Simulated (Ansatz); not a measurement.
An Ansatz (a quantum-chemistry and plane-wave program) input:

Ansatz 0.2 input:
```yaml
crystal:
  lattice:
    - [0.0, 1.9947793831, 1.9947793831]
    - [1.9947793831, 0.0, 1.9947793831]
    - [1.9947793831, 1.9947793831, 0.0]
  atoms:
    - { symbol: Li, position: [0.0, 0.0, 0.0] }
    - { symbol: F, position: [0.5, 0.5, 0.5] }
kpoints:
  mp_grid: { grid: [10, 10, 10] }
hamiltonian:
  xc: r2scan
  pseudopotentials: { azcp: { folder: ./paw }, kind: paw }
scf:
  occupations: { method: fixed }
output:
  optics: { e_range: [0.0, 15.0], de: 0.05, sigma: 0.1, bands: { spectra_wanted_up_to: 12 eV } }
```

Problem. How many symmetry operations and irreducible k-points will the run report?

Solution. 48 operations, 47 of 1000 k-points.

Problem. With a cutoff of 500 eV, how many plane waves at Γ?

Solution. 411.

It took roughly 6 core-seconds on shared server cores.

Space group Fm-3m (rock salt). The cell was relaxed with r²SCAN under the symmetry of its start.

Potentials: the earlier of the program's two PAW sets.

Ansatz is a plane-wave DFT program.
